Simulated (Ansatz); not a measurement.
A relaxed 1×1 slab of 7 planes, cut along (110) from a fcc crystal of one element, has a cell area of 17.96 Å² and a bulk spacing of 1.782 Å between its first planes. All-electron LAPW in Ansatz 0.2.0 (PBE, scalar-relativistic, no spin polarisation) gives γ = 0.34 J/m², Φ = 3.73 eV and a change of the outer spacing of -19.5 %. The fcc structure needn't be the element's own.

Question: Which element is it?

Answer: Pb. Neighbours weren't tried against these numbers.
